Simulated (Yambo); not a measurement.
Mg₂ZnP₂ (space group P3m1, No. 156), G0W0@LDA in Yambo (3×3×2 mesh, plasmon pole; 8 Ry block, no terminator). The number N of bands in W and G is varied.

| N | x = 1/N | gap Γ → K (eV) | shift of the valence edge (eV) |
|---|---|---|---|
| 70 | 0.01429 | 1.828 | -0.012 |
| 100 | 0.01000 | 1.865 | -0.212 |
| 137 | 0.00730 | 1.910 | -0.350 |
| 176 | 0.00568 | ? | ? |

### Question
Basis-set arguments suggest E = E∞ + A x. Fix A and E∞ from the two rows above the withheld one, predict the row at 176 bands, and test the form.

### Answer
Gap: A = (1.910 − (1.865))/(0.00730 − 0.01000) = -16.7, E∞ = 2.032 eV, so 1.937 eV is predicted; the run gave 1.938 eV (miss 1 meV). The first two rows have slope -8.62, so the form doesn't hold yet over the whole range. Shift: A = (-0.350 − (-0.212))/(0.00730 − 0.01000) = 51.1, E∞ = -0.723 eV, so -0.433 eV is predicted; the run gave -0.429 eV (miss 4 meV). The first two rows have slope 46.6, within 15 % of that. The other settings are held fixed.

Geometry of the Materials Project entry, not relaxed at this level; primitive cell a = 4.014 Å, b = 4.014 Å, c = 6.544 Å, α = 90.00°, β = 90.00°, γ = 120.00°.

The structure is a Materials Project entry; no match was found in the copy of COD used, and its stability was not checked.

A shift is the quasiparticle energy of the state minus its LDA energy.
